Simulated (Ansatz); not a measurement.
A: CdTe (zinc blende), a = b = c = 6.5581 Å, α = β = γ = 90.00°
B: BaTiO3 (cubic perovskite), a = b = c = 3.994 Å, α = β = γ = 90.00°
C: SiC (zinc blende), a = b = c = 4.357 Å, α = β = γ = 90.00°
D: GaSb (zinc blende), a = b = c = 6.1335 Å, α = β = γ = 90.00°

Scan: energy against volume (even scaling of the relaxed cell, symmetry kept). One method and one kind of scan serve all of them; meshes and ranges differ. All were relaxed with their symmetry unable to fall. BaTiO3 is run without spin polarisation. Spin-orbit coupling is left out. The PAW data are Ansatz's earlier set. This is a high-temperature form of BaTiO3.

**Question.** Rank these by bulk modulus (fitted) (highest first), as r2SCAN (plane waves to 500 eV, PAW, scalar-relativistic; Ansatz, a first-principles code) gives it.

**Answer.** C (227 GPa), B (180 GPa), D (52.9 GPa), A (40.2 GPa)

(Under strain, the slope of the energy per volume gives the stress and its curvature an elastic modulus.)
